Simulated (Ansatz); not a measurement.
Relaxed candidate structures of Rh:

A. P6₃/mmc (No. 194), hP4; a = b = 3.7266 Å, c = 5.2709 Å, α = β = 90.00°, γ = 120.00°; Rh 2d (0.667, 0.333, 0.250); Rh 2a (0.000, 0.000, 0.000)

B. Pm-3m (No. 221), cP1, AFLOW prototype A_cP1_221_a (A_h); a = 2.4991 Å, b = 2.4991 Å, c = 2.4991 Å, α = 90.00°, β = 90.00°, γ = 90.00°; Rh 1b (0.500, 0.500, 0.500)

C. R-3m, hexagonal axes (No. 166), hR3, AFLOW prototype A_hR3_166_ac (C19, as in Sm); a = b = 2.676 Å, c = 19.642 Å, α = β = 90.00°, γ = 120.00°; Rh 3a (0.000, 0.000, 0.000); Rh 6c (0.000, 0.000, 0.223)

Task: Order them by energy per atom (lowest first) at the level PBEsol (plane waves to 420 eV, PAW, scalar-relativistic; Ansatz, an electronic-structure program).

Result: C (reference), A (+0.69 eV/atom), B (+0.86 eV/atom)

The lowest structure calculated, Fm-3m, cF4, fcc (Cu type), is not among these; it lies 0.03 eV/atom below the lowest of them. Probably no minimum, since a slightly shaken restart fell lower: Pm-3m, cP1, AFLOW prototype A_cP1_221_a (A_h) (by 0.89 eV/atom, to Fm-3m). Each run could gain symmetry but not lose that of its start, so entries can be saddle points. All of these are generated cells (placed on structure types, drawn at random, substituted or restacked) that were not matched to a known phase here. Energies are at zero temperature and pressure, without zero-point motion. Each cell has its own k-point mesh; energy differences are given only to the digits this allows. No spin polarisation in the result.
